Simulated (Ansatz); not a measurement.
Zincblende alloy of CdSe and HgSe (20 of 32 Cd sites exchanged), 64 atoms

Ansatz, PAW, plane waves. PBEsol relaxation of volume and atoms (shape held) at the single k point (¼, ¼, ¼) without its symmetry partners; single points on the relaxed atoms at the Γ point alone, onto which points of the small cell's zone fold. Arrangement: quasirandom. No spin–orbit coupling unless named.

Relaxed structure:

```xyz
64
Lattice="12.2282 0.0000 0.0000 0.0000 12.2282 0.0000 0.0000 0.0000 12.2282" Properties=species:S:1:pos:R:3 pbc="T T T"
Cd   12.2029   12.2122   12.2043
Cd   12.2236    6.1137   12.2210
Cd    6.1104   12.2200    6.0932
Cd    9.1631    9.1714   12.2270
Cd    9.1569    9.1802    6.1045
Cd    3.0399    6.1080    3.0488
Cd    3.0494    6.1099    9.1648
Cd    9.1569   12.2261    9.1467
Cd   12.2168    9.1598    3.0332
Cd   12.2128    9.1747    9.1603
Cd    6.1125    3.0434    9.1573
Cd    6.0997    9.1595    3.0482
Hg    0.0040   12.2225    6.1210
Hg    0.0317    6.1392    6.1372
Hg    6.1309    0.0101    0.0147
Hg    6.1274    6.1340   12.2220
Hg    6.1358    6.1488    6.1155
Hg    3.0716    3.0696    0.0259
Hg    3.0882    3.0742    6.1391
Hg    3.0539    9.1730    0.0053
Hg    3.0794    9.1957    6.1031
Hg    9.1808    3.0680    0.0029
Hg    9.1828    3.0680    6.1402
Hg    3.0455    0.0037    3.0565
Hg    3.0551    0.0118    9.1916
Hg    9.1872   12.2201    3.0738
Hg    9.2023    6.1384    3.0687
Hg    9.1927    6.1227    9.1985
Hg    0.0250    3.0587    3.0589
Hg    0.0133    3.0548    9.1979
Hg    6.1279    3.0681    3.0798
Hg    6.1213    9.1873    9.1839
Se    1.4989    1.4987    1.4900
Se    1.5199    1.5245    7.6319
Se    1.5067    7.6211    1.5243
Se    1.5404    7.6650    7.6591
Se    7.6457    1.5276    1.5349
Se    7.6158    1.5064    7.6269
Se    7.6409    7.6535    1.5252
Se    7.6550    7.6509    7.6457
Se    4.5875    4.5964    1.5361
Se    4.5984    4.6027    7.6556
Se    4.5813   10.6893    1.5208
Se    4.5863   10.7107    7.6366
Se   10.7022    4.5884    1.5194
Se   10.7075    4.5889    7.6450
Se   10.6926   10.6814    1.5088
Se   10.6731   10.6819    7.6356
Se    4.5748    1.5170    4.5794
Se    4.5874    1.5334   10.6981
Se    4.5656    7.6260    4.5549
Se    4.5638    7.6324   10.6755
Se   10.6943    1.5286    4.5816
Se   10.6737    1.5009   10.6765
Se   10.7058    7.6644    4.5983
Se   10.7083    7.6585   10.7132
Se    1.5312    4.5844    4.5866
Se    1.5285    4.5985   10.7023
Se    1.4967   10.6740    4.5575
Se    1.5001   10.6857   10.6842
Se    7.6513    4.5933    4.5841
Se    7.6204    4.5656   10.6762
Se    7.6137   10.6755    4.5723
Se    7.6553   10.7029   10.6980
```

Question: What are the mean bond lengths by pair (pairs within 1.2 times the sum of covalent radii, less contacts 15 % beyond the pair's median; cation–cation pairs of compounds aside; long ionic contacts are cut short by that bound)?

Answer: Cd–Se 2.636 ± 0.006 Å (standard deviation, 48 bonds); Hg–Se 2.655 ± 0.014 Å (standard deviation, 80 bonds).

Question: What gap lies between the top filled and the lowest empty level in the single points?

Answer: HSE06 0.46 eV (85 s on NVIDIA GB300).
